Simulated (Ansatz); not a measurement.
Relaxed polymorphs of CuAu. Calculation: PBEsol (plane waves to 420 eV, PAW, scalar-relativistic; Ansatz, an electronic-structure program). One row is withheld; estimate it from its structure type, its coordination and the trend of the others.

```tsv
structure	coordination	E − E(first row) (eV/atom)	V (Å³/atom)
P4/mmm, tP2	–	0.00	14.22
I4₁/amd, tI8	–	0.02	14.32
R-3m, hR2	–	0.08	14.50
F-43m, cF8, zinc blende type	Au 4 (tetrahedral), Cu 4 (tetrahedral)	?	?
P4/nmm, tP4	–	0.04	14.20
```

Task: Some entries are withheld; supply them.

Result: 
- F-43m, cF8, zinc blende type, E − E(first row) (eV/atom): 0.93
- F-43m, cF8, zinc blende type, V (Å³/atom): 22.01

The withheld cell: F-43m (No. 216), cF8, zinc blende type; a = b = c = 5.6047 Å, α = β = γ = 90.00°; Au 4c (0.250, 0.250, 0.250); Cu 4a (0.000, 0.000, 0.000). Coordination numbers (neighbours up to the widest gap in distance over summed covalent radii, below 1.35; n+m marks a second, longer set).

Each run could gain symmetry but not lose that of its start, so entries can be saddle points. From databases, or of a type measured for this composition: P4/mmm, tP2; the others are generated cells (placed on structure types, drawn at random, substituted or restacked) that were not matched to a known phase here. Energies are at zero temperature and pressure, without zero-point motion. No spin polarisation in the result.
